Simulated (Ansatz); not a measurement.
According to plane-wave PAW LDA (Ansatz code), TaN in the rock salt structure (Fm-3m) relaxes to a = 4.348 Å. Ta has 6 nearest neighbours from 2.17 Å (octahedral); N has 6 nearest neighbours from 2.17 Å (octahedral). Its formation energy from the elements is -1227 meV/atom, with no fitted shifts.

Electronic character: metallic (no gap).

An equation-of-state fit gives a bulk modulus of 376 GPa. The relaxed-ion elastic constants in GPa are C11 = 839, C12 = 145, C44 = 72.6. The elastic constants imply a Debye temperature near 465 K. The highest mode at Γ lies at 12.72 THz.

The LDA relaxation kept the symmetry of its start; of distortions, only those at the zone centre were tested. No spin polarisation was allowed. As this level gives no gap, shear constants depend on the k-mesh and smearing (Fermi–Dirac, 0.1 eV here). As this level gives no gap, phonon frequencies hold no LO–TO term and depend on the k-mesh and smearing (Fermi–Dirac, 0.1 eV here). The references are the lowest solids computed at this level, not always the standard phases (solids in place of the gases). Scalar-relativistic: spin–orbit coupling is off unless named, which matters more the heavier the elements.

Potentials: the earlier of the program's two PAW sets.
